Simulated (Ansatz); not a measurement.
**What DFT gives for RbPb$_{4}$Cl**

```xyz
6
Lattice="0.0000 4.7565 4.7565 4.7565 0.0000 4.7565 4.7565 4.7565 0.0000" Properties=species:S:1:pos:R:3 pbc="T T T"
Rb    4.7565    4.7565    4.7565
Cl    0.0000    0.0000    0.0000
Pb    1.2082    1.2082    1.2082
Pb    1.2082    3.5484    3.5484
Pb    3.5484    3.5484    1.2082
Pb    3.5484    1.2082    3.5484
```

Level: PBEsol, no spin polarisation; 420 eV; 6×6×6 Γ-centred mesh; fermi-dirac occupations (width 0.1 eV); Ansatz 0.2.0, fixed geometry.

Problem. Which element gives electrons and which takes them?

Solution. Bader charges in e: Rb +0.69, Pb +0.02, Cl -0.75. In the mean Rb gives up most and Cl takes most.

Problem. Where is the largest force?

Solution. The largest is on Pb5 (and as large on other atoms): 10.19 eV/Å, components (-5.88, -5.88, 5.88). It makes 180° with the line to a nearest neighbour, Cl2 at 2.09 Å, pointing away from it.

Problem. Metal or insulator?

Solution. It is a metal, with about 7.2 states/eV a cell as the mean within 0.25 eV of the Fermi level, mostly Pb p (84 %).

Problem. Is the cell too large or too small?

Solution. The pressure is 24.3 GPa (compression positive), so with the atoms held at these fractions the cell would first expand; the forces are large, so a full relaxation may end otherwise.

Problem. What is the formation energy?

Solution. 2.03 eV an atom against the elements' usual phases (free molecules for gases, crystals otherwise, with no correction for O₂ or N₂), so at this geometry it isn't bound against them. Relaxing would lower it.

Origin: a known structure type with other elements, at an estimated volume, so it need not be a known compound. Caveats: many states at the Fermi level without spin polarisation, so a magnetic state may lie lower; atoms or cell far from equilibrium.
